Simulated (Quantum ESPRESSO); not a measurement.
Al3MgO5F, one run as intended and one with a planted mistake

Simulated, not a measurement. The program is pw.x of Quantum ESPRESSO 7.5 (plane-wave density functional theory). The cell is made up: 10 atoms on a corundum lattice, with randomly drawn elements, strain and displacements, not relaxed. PseudoDojo standard norm-conserving files (v0.5 for PBE, v0.4.1 for LDA and PBEsol) set the functional; there is no spin polarisation, spin-orbit coupling or dispersion term, and the masses in the input are unused placeholders.

Intended input:

```
&control calculation='scf', pseudo_dir='./dojo.nc.sr.pbe.v0_5.standard.upf', outdir='./o', disk_io='medium', tprnfor=.true., tstress=.true. /
&system ibrav=0, nat=10, ntyp=4, nbnd=34, ecutwfc=84.00895049, nosym=.true., tot_charge=0,
 occupations='smearing', smearing='fd', degauss=0.0018374661
/
&electrons conv_thr=7.350e-09, electron_maxstep=60, /
ATOMIC_SPECIES
Al 1.0 Al.upf
F 1.0 F.upf
Mg 1.0 Mg.upf
O 1.0 O.upf
CELL_PARAMETERS angstrom
2.3172 1.4035 4.3578
-2.4371 1.3528 4.4398
-0.1039 -2.7965 4.4115
ATOMIC_POSITIONS angstrom
Al -0.1003 -0.0332 4.6226
Mg -0.0799 -0.0165 1.9311
Al -0.1377 -0.0099 8.5714
Al -0.2436 -0.0523 11.2359
O -1.0297 1.3012 7.7187
F -0.8615 -1.5195 7.722
O 1.5192 0.1421 7.6419
O 0.8299 -1.4211 5.5124
O 0.6701 1.5135 5.5207
O -1.7123 -0.1241 5.5118
K_POINTS automatic
6 6 6 1 1 1
```

The log is shortened where brackets say so; the opening notice, blank lines, dates and the lines on written files are dropped, and the path of the files is cut. It prints rydbergs, bohrs and kilobars, and counts compression as positive stress. Where no state is partly filled, the Fermi energy that it prints is only some level between the filled and the empty states on the mesh, and need not lie in the true gap.

Log of the intended run:

```
     Program PWSCF v.7.5
     Parallel version (MPI & OpenMP), running on       1 processor cores
     Number of MPI processes:                 1
     Threads/MPI process:                     1
     [start-up lines left out]
     bravais-lattice index     =            0
     lattice parameter (alat)  =       9.6966  a.u.
     unit-cell volume          =     589.4894 (a.u.)^3
     number of atoms/cell      =           10
     number of atomic types    =            4
     number of electrons       =        56.00
     number of Kohn-Sham states=           34
     kinetic-energy cutoff     =      84.0090  Ry
     charge density cutoff     =     336.0358  Ry
     scf convergence threshold =      7.3E-09
     mixing beta               =       0.7000
     number of iterations used =            8  plain     mixing
     Exchange-correlation= PBE
                           (   1   4   3   4   0   0   0)
     [axes and pseudopotential details left out]
   Cartesian axes
     site n.     atom                  positions (alat units)
         1        Al     tau(   1) = (  -0.0195469  -0.0064702   0.9008734  )
         2        Mg     tau(   2) = (  -0.0155713  -0.0032156   0.3763416  )
         3        Al     tau(   3) = (  -0.0268356  -0.0019294   1.6704336  )
         4        Al     tau(   4) = (  -0.0474739  -0.0101925   2.1897036  )
         5        O      tau(   5) = (  -0.2006726   0.2535838   1.5042556  )
         6        F      tau(   6) = (  -0.1678931  -0.2961271   1.5048987  )
         7        O      tau(   7) = (   0.2960686   0.0276931   1.4892884  )
         8        O      tau(   8) = (   0.1617347  -0.2769505   1.0742817  )
         9        O      tau(   9) = (   0.1305922   0.2949578   1.0758993  )
        10        O      tau(  10) = (  -0.3337009  -0.0241852   1.0741648  )
     number of k points=   108  Fermi-Dirac smearing, width (Ry)=  0.0018
     Number of k-points >= 100: set verbosity='high' to print them.
     Dense  grid:    61275 G-vectors     FFT dimensions: (  60,  60,  60)
     Estimated max dynamical RAM per process >      88.35 MB
     Initial potential from superposition of free atoms
     starting charge      55.9918, renormalised to      56.0000
     Starting wfcs are   41 randomized atomic wfcs
     total cpu time spent up to now is       20.6 secs
     per-process dynamical memory:    76.1 Mb
     Self-consistent Calculation
     iteration #  1     ecut=    84.01 Ry     beta= 0.70
     Davidson diagonalization with overlap
     ethr =  1.00E-02,  avg # of iterations =  3.6
     total cpu time spent up to now is       88.6 secs
     total energy              =    -347.55452990 Ry
     estimated scf accuracy    <       2.15064402 Ry
     iteration #  2     ecut=    84.01 Ry     beta= 0.70
     Davidson diagonalization with overlap
     ethr =  3.84E-03,  avg # of iterations =  2.1
     total cpu time spent up to now is      139.5 secs
     total energy              =    -348.17714908 Ry
     estimated scf accuracy    <       1.46617340 Ry
     [iterations 3 to 9 left out]
     iteration # 10     ecut=    84.01 Ry     beta= 0.70
     Davidson diagonalization with overlap
     ethr =  5.88E-10,  avg # of iterations =  2.3
     total cpu time spent up to now is      501.6 secs
     total energy              =    -348.45015830 Ry
     estimated scf accuracy    <       0.00000001 Ry
     iteration # 11     ecut=    84.01 Ry     beta= 0.70
     Davidson diagonalization with overlap
     ethr =  2.30E-11,  avg # of iterations =  3.2
     total cpu time spent up to now is      541.7 secs
     End of self-consistent calculation
     Number of k-points >= 100: set verbosity='high' to print the bands.
     the Fermi energy is     9.2563 ev
!    total energy              =    -348.45015829 Ry
     estimated scf accuracy    <          7.1E-09 Ry
     smearing contrib. (-TS)   =       0.00000000 Ry
     internal energy E=F+TS    =    -348.45015829 Ry
     The total energy is F=E-TS. E is the sum of the following terms:
     one-electron contribution =    -143.50606830 Ry
     hartree contribution      =     105.84741471 Ry
     xc contribution           =     -76.73907719 Ry
     ewald contribution        =    -234.05242752 Ry
     convergence has been achieved in  11 iterations
     Forces acting on atoms (cartesian axes, Ry/au):
     atom    1 type  1   force =     0.05132536   -0.05233085    0.09226972
     atom    2 type  3   force =     0.10432519   -0.02996887   -0.01545904
     atom    3 type  1   force =     0.05221701    0.05868386    0.08582169
     atom    4 type  1   force =    -0.06484533    0.00550693   -0.06354556
     atom    5 type  4   force =     0.01481702    0.04753332    0.02905217
     atom    6 type  2   force =    -0.02263477    0.03230811    0.01766436
     atom    7 type  4   force =    -0.03140275   -0.05435749    0.05616659
     atom    8 type  4   force =     0.01702182    0.06477553   -0.05496317
     atom    9 type  4   force =    -0.15821563    0.00569151   -0.10557340
     atom   10 type  4   force =     0.03739207   -0.07784204   -0.04143335
     Total force =     0.335997     Total SCF correction =     0.000055
     Computing stress (Cartesian axis) and pressure
          total   stress  (Ry/bohr**3)                   (kbar)     P=      122.42
   0.00136714  -0.00028477   0.00072005          201.11      -41.89      105.92
  -0.00028477   0.00063074   0.00000152          -41.89       92.79        0.22
   0.00072005   0.00000152   0.00049875          105.92        0.22       73.37
     init_run     :     18.39s CPU     20.49s WALL (       1 calls)
     electrons    :    505.71s CPU    521.09s WALL (       1 calls)
     forces       :      7.49s CPU      7.58s WALL (       1 calls)
     stress       :     29.52s CPU     29.63s WALL (       1 calls)
     [timing details left out]
     PWSCF        :   9m21.33s CPU   9m39.65s WALL
     JOB DONE.
```

A second run has one planted mistake: the cell and the positions are scaled by a wrong factor. The input lines that differ, file-writing options aside:

```
- 2.3172 1.4035 4.3578
+ 2.2743 1.3775 4.2772
- -2.4371 1.3528 4.4398
+ -2.392 1.3278 4.3577
- -0.1039 -2.7965 4.4115
+ -0.102 -2.7448 4.3299
- Al -0.1003 -0.0332 4.6226
+ Al -0.0984 -0.0326 4.5371
- Mg -0.0799 -0.0165 1.9311
+ Mg -0.0784 -0.0162 1.8954
- Al -0.1377 -0.0099 8.5714
+ Al -0.1352 -0.0097 8.4128
- Al -0.2436 -0.0523 11.2359
+ Al -0.2391 -0.0513 11.028
- O -1.0297 1.3012 7.7187
+ O -1.0107 1.2771 7.5759
- F -0.8615 -1.5195 7.722
+ F -0.8456 -1.4914 7.5791
- O 1.5192 0.1421 7.6419
+ O 1.4911 0.1395 7.5005
- O 0.8299 -1.4211 5.5124
+ O 0.8145 -1.3948 5.4104
- O 0.6701 1.5135 5.5207
+ O 0.6577 1.4855 5.4186
- O -1.7123 -0.1241 5.5118
+ O -1.6806 -0.1218 5.4098
```

Its log:

```
     Program PWSCF v.7.5
     Parallel version (MPI & OpenMP), running on       4 processor cores
     Number of MPI processes:                 4
     Threads/MPI process:                     1
     [start-up lines left out]
     bravais-lattice index     =            0
     lattice parameter (alat)  =       9.5172  a.u.
     unit-cell volume          =     557.3760 (a.u.)^3
     number of atoms/cell      =           10
     number of atomic types    =            4
     number of electrons       =        56.00
     number of Kohn-Sham states=           34
     kinetic-energy cutoff     =      84.0090  Ry
     charge density cutoff     =     336.0358  Ry
     scf convergence threshold =      7.3E-09
     mixing beta               =       0.7000
     number of iterations used =            8  plain     mixing
     Exchange-correlation= PBE
                           (   1   4   3   4   0   0   0)
     [axes and pseudopotential details left out]
   Cartesian axes
     site n.     atom                  positions (alat units)
         1        Al     tau(   1) = (  -0.0195381  -0.0064730   0.9008784  )
         2        Mg     tau(   2) = (  -0.0155670  -0.0032166   0.3763472  )
         3        Al     tau(   3) = (  -0.0268451  -0.0019260   1.6704304  )
         4        Al     tau(   4) = (  -0.0474753  -0.0101860   2.1896998  )
         5        O      tau(   5) = (  -0.2006828   0.2535787   1.5042570  )
         6        F      tau(   6) = (  -0.1679008  -0.2961297   1.5048924  )
         7        O      tau(   7) = (   0.2960701   0.0276989   1.4892857  )
         8        O      tau(   8) = (   0.1617257  -0.2769490   1.0742793  )
         9        O      tau(   9) = (   0.1305917   0.2949582   1.0759074  )
        10        O      tau(  10) = (  -0.3336969  -0.0241844   1.0741601  )
     number of k points=   108  Fermi-Dirac smearing, width (Ry)=  0.0018
     Number of k-points >= 100: set verbosity='high' to print them.
     Dense  grid:    57971 G-vectors     FFT dimensions: (  60,  60,  60)
     Estimated max dynamical RAM per process >     186.21 MB
     Estimated total dynamical RAM >     702.37 MB
     Initial potential from superposition of free atoms
     starting charge      55.9918, renormalised to      56.0000
     Starting wfcs are   41 randomized atomic wfcs
     total cpu time spent up to now is        4.2 secs
     per-process dynamical memory:   160.3 Mb
     Self-consistent Calculation
     iteration #  1     ecut=    84.01 Ry     beta= 0.70
     Davidson diagonalization with overlap
     ethr =  1.00E-02,  avg # of iterations =  4.2
     total cpu time spent up to now is       13.3 secs
     total energy              =    -347.52601409 Ry
     estimated scf accuracy    <       2.16037664 Ry
     iteration #  2     ecut=    84.01 Ry     beta= 0.70
     Davidson diagonalization with overlap
     ethr =  3.86E-03,  avg # of iterations =  2.1
     total cpu time spent up to now is       22.2 secs
     total energy              =    -348.16468647 Ry
     estimated scf accuracy    <       1.30541939 Ry
     [iterations 3 to 9 left out]
     iteration # 10     ecut=    84.01 Ry     beta= 0.70
     Davidson diagonalization with overlap
     ethr =  1.39E-10,  avg # of iterations =  3.5
     total cpu time spent up to now is       88.3 secs
     total energy              =    -348.40770053 Ry
     estimated scf accuracy    <       0.00000002 Ry
     iteration # 11     ecut=    84.01 Ry     beta= 0.70
     Davidson diagonalization with overlap
     ethr =  3.88E-11,  avg # of iterations =  2.0
     total cpu time spent up to now is       95.6 secs
     End of self-consistent calculation
     Number of k-points >= 100: set verbosity='high' to print the bands.
     the Fermi energy is    10.4119 ev
!    total energy              =    -348.40770053 Ry
     estimated scf accuracy    <          3.7E-09 Ry
     smearing contrib. (-TS)   =       0.00000000 Ry
     internal energy E=F+TS    =    -348.40770053 Ry
     The total energy is F=E-TS. E is the sum of the following terms:
     one-electron contribution =    -136.85519050 Ry
     hartree contribution      =     104.00613913 Ry
     xc contribution           =     -77.09636509 Ry
     ewald contribution        =    -238.46228407 Ry
     convergence has been achieved in  11 iterations
     Forces acting on atoms (cartesian axes, Ry/au):
     atom    1 type  1   force =     0.05788551   -0.04934651    0.09424901
     atom    2 type  3   force =     0.11739715   -0.02839604   -0.00985776
     atom    3 type  1   force =     0.05599832    0.05271434    0.09014235
     atom    4 type  1   force =    -0.06086449    0.00661277   -0.06052398
     atom    5 type  4   force =     0.01533409    0.05600205    0.02725048
     atom    6 type  2   force =    -0.02504297    0.03588114    0.01750249
     atom    7 type  4   force =    -0.03571805   -0.06080034    0.05831431
     atom    8 type  4   force =     0.01044453    0.06716564   -0.06130055
     atom    9 type  4   force =    -0.17355501    0.00106087   -0.11717461
     atom   10 type  4   force =     0.03812092   -0.08089392   -0.03860175
     Total force =     0.356695     Total SCF correction =     0.000048
     Computing stress (Cartesian axis) and pressure
          total   stress  (Ry/bohr**3)                   (kbar)     P=      272.29
   0.00248943  -0.00033431   0.00081451          366.21      -49.18      119.82
  -0.00033431   0.00161678  -0.00000891          -49.18      237.84       -1.31
   0.00081451  -0.00000891   0.00144682          119.82       -1.31      212.83
     init_run     :      3.90s CPU      4.03s WALL (       1 calls)
     electrons    :     90.61s CPU     91.44s WALL (       1 calls)
     forces       :      1.23s CPU      1.25s WALL (       1 calls)
     stress       :      4.08s CPU      4.10s WALL (       1 calls)
     [timing details left out]
     PWSCF        :   1m40.01s CPU   1m41.07s WALL
     JOB DONE.
```

|  | intended run | run with the mistake |
| --- | --- | --- |
| free energy (eV) | -4740.906 | -4740.328 |
| smearing term -TS (eV) | 0.0000 | 0.0000 |
| pressure (GPa) | 12.24 | 27.23 |
| largest force component (eV/Å) | 4.068 | 4.462 |
| largest change of a force component (eV/Å) |  | 0.394 |
| iterations | 11 | 11 |

For scale, a rerun of the intended cell at a cutoff of 1437 eV and k mesh 8 x 8 x 8 moved values by no more than 0.004 eV in energy, 0.03 GPa in stress and 0.006 eV/Å in force.